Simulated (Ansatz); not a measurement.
SnSe₂:
```xyz
3
Lattice="3.8409 0.0000 0.0000 -1.9205 3.3263 0.0000 0.0000 0.0000 6.5273" Properties=species:S:1:pos:R:3 pbc="T T T"
Sn     0.0000     0.0000     0.0000
Se     1.9205     1.1088     4.9537
Se     0.0000     2.2176     1.5737
```

Relaxed with r²SCAN. Special points in fractions of this cell's reciprocal vectors: Γ (0.000, 0.000, 0.000); M (0.500, 0.000, 0.000); K (0.333, 0.333, 0.000); A (0.000, 0.000, 0.500); L (0.500, 0.000, 0.500); H (0.333, 0.333, 0.500).

Question: List the band energies nearest the valence-band maximum at these points for plane-wave PAW r²SCAN (Ansatz code).

Answer: In eV from the valence-band maximum; about four levels below and three above (degenerate sets whole), none deeper than 8.9 eV; points with the same levels are listed once.

| k | below | above |
|---|---|---|
| Γ | -0.54 -0.54 -0.28 -0.20 -0.20 | 1.50 3.60 5.05 5.05 |
| M | -2.66 -2.42 -0.96 -0.27 | 1.32 4.35 5.98 |
| K | -3.58 -3.58 -3.26 -1.25 -1.25 | 1.77 6.71 6.71 |
| A | -0.60 -0.60 -0.12 -0.12 | 2.64 3.54 4.89 4.89 |
| L | -2.32 -2.03 -0.70 -0.50 | 1.02 4.73 5.29 |
| H | -3.91 -3.91 -3.48 -0.49 -0.49 | 2.52 5.22 5.22 |

Space group P-3m1 (CdI2 type). Symmetry was held in the r²SCAN relaxation. A crystal of weakly bound layers computed without a dispersion correction: the cell and the soft elastic constants depend strongly on that. Scalar-relativistic: spin–orbit coupling is off unless named, which matters more the heavier the elements.

Potentials: the later of the program's two PAW sets.
